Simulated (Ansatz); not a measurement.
SiO$_{2}$:
```yaml
crystal:
  lattice:
    - [4.18476, 0.00000, 0.00000]
    - [0.00000, 4.18476, 0.00000]
    - [0.00000, 0.00000, 2.66844]
  atoms:
    - { symbol: Si, position: [0.50000, 0.50000, 0.50000] }
    - { symbol: Si, position: [0.00000, 0.00000, 0.00000] }
    - { symbol: O, position: [0.69390, 0.69390, 0.00000] }
    - { symbol: O, position: [0.30610, 0.30610, 0.00000] }
    - { symbol: O, position: [0.80610, 0.19390, 0.50000] }
    - { symbol: O, position: [0.19390, 0.80610, 0.50000] }
```

Relaxed with r²SCAN.

Problem. Give the Bader charges and basin volumes of the independent atoms, plane-wave PAW r²SCAN (Ansatz code).

Solution. 

```json
[
 {"atom": "Si1", "Bader charge (e)": "+3.35", "Bader volume (Å³)": "2.5"},
 {"atom": "O3", "Bader charge (e)": "-1.67", "Bader volume (Å³)": "10.4"}
]
```

Space group P4_2/mnm (rutile). This is a known high-pressure phase of the composition, computed here at zero pressure and temperature. The r²SCAN relaxation kept the symmetry of its start; its stability against distortions is not shown here.

Potentials: the earlier of the program's two PAW sets. The files were generated under PBE; for other functionals the program regenerates the frozen cores, and for LDA and PBEsol the local potential too.
